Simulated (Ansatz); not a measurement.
Geometry optimisation in Ansatz: input, command and trajectory.

```yaml
crystal:
  lattice:
    - [4.2546794803, 0.0, 0.0]
    - [0.0, 4.2546794803, 0.0]
    - [0.0, 0.0, 4.2546794803]
  atoms:
    - { symbol: Bi, position: [0.0, 0.0, 0.0] }
    - { symbol: W, position: [0.0, 0.5, 0.5] }
    - { symbol: W, position: [0.5, 0.0, 0.5] }
    - { symbol: W, position: [0.5, 0.5, 0.0] }
basis:
  ecutwfc: 420
kpoints:
  mp_grid: { grid: [4, 4, 4] }
hamiltonian:
  xc: pbe
scf:
  occupations: { method: gaussian, width: 0.1 }
  lower_state_search: "off"
output:
  forces: true
  stress: true
  eigenvalues: true
relax:
  adjacent_minimum: "off"
  f_tol: 0.04
  max_steps: 70
  cell: { stress_tol: 0.4 }
```

```bash
ansatz run input.yaml --threads 1 --pin off --max-ram 2560MiB --backend cpu --events-out ev --progress --plain --runs-dir out
```

Method: DFT PBE, scalar-relativistic, plane waves, PAW in Ansatz 0.2.0.

Of 5 frames 5 are shown, positions in Å and forces in eV/Å; the SCF threshold varies from step to step. Steps run on the plane waves of an earlier cell, with a Pulay correction in the pressure. The basis is chosen afresh for the last frame, the zero of the energies, and at times for earlier ones too; energy and pressure step there, also at an unchanged geometry. The mark taken_back stands on steps that the optimiser undid.

```xyz
4
Lattice="4.2547 0.0000 0.0000 0.0000 4.2547 0.0000 0.0000 0.0000 4.2547" Properties=species:S:1:pos:R:3:forces:R:3 pbc="T T T" step=1 free_energy_over_end_meV_per_atom=46.42 pressure_GPa=-11.61
Bi    0.0000    0.0000    0.0000    0.0000    0.0000    0.0000
W     0.0000    2.1273    2.1273    0.0000    0.0000    0.0000
W     2.1273    0.0000    2.1273    0.0000    0.0000    0.0000
W     2.1273    2.1273    0.0000    0.0000    0.0000    0.0000
4
Lattice="4.0473 0.0000 0.0000 0.0000 4.0473 0.0000 0.0000 0.0000 4.0473" Properties=species:S:1:pos:R:3:forces:R:3 pbc="T T T" step=2 free_energy_over_end_meV_per_atom=91.17 pressure_GPa=21.51 taken_back
Bi    0.0000    0.0000    0.0000    0.0000    0.0000    0.0000
W     0.0000    2.0236    2.0236    0.0000    0.0000    0.0000
W     2.0236    0.0000    2.0236    0.0000    0.0000    0.0000
W     2.0236    2.0236    0.0000    0.0000    0.0000    0.0000
4
Lattice="4.1772 0.0000 0.0000 0.0000 4.1772 0.0000 0.0000 0.0000 4.1772" Properties=species:S:1:pos:R:3:forces:R:3 pbc="T T T" step=3 free_energy_over_end_meV_per_atom=0.67 pressure_GPa=-1.92
Bi    0.0000    0.0000    0.0000    0.0000    0.0000    0.0000
W     0.0000    2.0886    2.0886    0.0000    0.0000    0.0000
W     2.0886    0.0000    2.0886    0.0000    0.0000    0.0000
W     2.0886    2.0886    0.0000    0.0000    0.0000    0.0000
4
Lattice="4.1646 0.0000 0.0000 0.0000 4.1646 0.0000 0.0000 0.0000 4.1646" Properties=species:S:1:pos:R:3:forces:R:3 pbc="T T T" step=4 free_energy_over_end_meV_per_atom=-0.41 pressure_GPa=-0.06
Bi    0.0000    0.0000    0.0000    0.0000    0.0000    0.0000
W     0.0000    2.0823    2.0823    0.0000    0.0000    0.0000
W     2.0823    0.0000    2.0823    0.0000    0.0000    0.0000
W     2.0823    2.0823    0.0000    0.0000    0.0000    0.0000
4
Lattice="4.1646 0.0000 0.0000 0.0000 4.1646 0.0000 0.0000 0.0000 4.1646" Properties=species:S:1:pos:R:3:forces:R:3 pbc="T T T" step=5 free_energy_over_end_meV_per_atom=0.00 pressure_GPa=-0.07
Bi    0.0000    0.0000    0.0000    0.0000    0.0000    0.0000
W     0.0000    2.0823    2.0823    0.0000    0.0000    0.0000
W     2.0823    0.0000    2.0823    0.0000    0.0000    0.0000
W     2.0823    2.0823    0.0000    0.0000    0.0000    0.0000
```

The start puts this composition into another compound's structure type, which needn't suit it. At the end the space group is Pm-3m (tolerance 0.05 Å).

It took 8.1 s on 1 thread of Arm Neoverse V2, on a shared host, peak memory 0.33 GiB.

The k mesh is coarse. Spin–orbit coupling is left out, which can shift energies with elements as heavy as these.